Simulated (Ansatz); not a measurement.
Given:

TiGeO$_{3}$:
```
TiGeO3
1.0
    3.71553     0.00000     0.00000
    0.00000     3.71553     0.00000
    0.00000     0.00000     4.48409
Ti Ge O
1 1 3
Direct
  0.50000   0.50000   0.48101
  0.00000   0.00000   0.08275
  0.50000   0.50000   0.85989
  0.50000   0.00000   0.34117
  0.00000   0.50000   0.34117
```

This is the PBEsol-relaxed structure. Cartesian axes are those of the cell as given.

Task: All from PBEsol in the plane-wave PAW code Ansatz, unless another level is named. Predict the electron effective mass.

Result: 0.79 along x (mₑ).

Task: Give the formation energy from the elements (no fitted shifts).

Result: -2.20 eV/atom.

Task: And the band gap?

Result: 1.55 eV (indirect).

Space group P4mm. The start of the workflow was typed in or built on a structure type; neither database checked (COD, Materials Project) lists it. Its standing as an ambient phase is unchecked. The PBEsol relaxation kept the symmetry of its start. At this level the phase is dynamically unstable (imaginary phonons). The workflow began spin-polarised and lost its moments. The references are the lowest solids computed at this level, not always the standard phases (solids in place of the gases). Spin–orbit coupling is left out wherever it is not named.

Potentials: the earlier of the program's two PAW sets. The files were generated under PBE; for other functionals the program regenerates the frozen cores, and for LDA and PBEsol the local potential too.
